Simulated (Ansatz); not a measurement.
Band structure of NbAs

```
Nb As
1.0
    -1.72585    1.72585    5.84000
     1.72585   -1.72585    5.84000
     1.72585    1.72585   -5.84000
Nb As
2 2
Direct
  0.75000 0.75000 0.00000
  0.50000 0.00000 0.50000
  0.16600 0.16600 0.00000
  0.91600 0.41600 0.50000
```

Atoms are numbered in the order listed.

The cell is COD entry 1537320, as deposited and not checked against the literature; nothing was relaxed.

Theory: DFT, PBE, all-electron LAPW, scalar-relativistic in Ansatz 0.2.0.

Settings: a Γ-centred 15×15×15 k mesh, Fermi–Dirac smearing of 0.08 eV, basis error target 0.5 meV/atom, no spin polarisation.

Points in fractions of the reciprocal vectors of this cell: Γ (0, 0, 0), X (0, 0, 0.5), P (0.25, 0.25, 0.25), N (0, 0.5, 0), M (0.5, 0.5, -0.5), S (0.272, 0.728, -0.272), S0 (-0.272, 0.272, 0.272). The path joins them by straight lines in the order Γ–X–P–N–Γ–M–S–S0–Γ; legs that retrace an earlier one aren't tabulated. Energies are in eV from the Fermi level.

Problem. List the levels at X between -14 and 5.5 eV.

Solution. -10.85 (×2), -4.98 (×2), -4.66 (×2), -2.80 (×2), -0.58 (×2), 2.42 (×2), 2.71 (×2), 3.56 (×2), 5.43 (×2).

Problem. List the levels at S between -14 and 5.5 eV.

Solution. -11.19, -11.09, -6.25, -5.29, -3.26, -3.12, -2.18, -2.09, -1.45, -0.15, 0.19, 1.45, 2.03, 2.45, 2.75, 3.30, 4.75.

Problem. List the levels at Γ between -14 and 5.5 eV.

Solution. -13.22, -10.94, -6.20, -2.81, -2.25 (×2), -2.02, -1.66, -1.38 (×2), 0.73, 1.31, 2.42, 3.02 (×2), 3.71, 3.97 (×2), 5.20.

Problem. What is the band gap?

Solution. None at this level of theory (metallic, semimetallic, or a small gap that the functional closes).
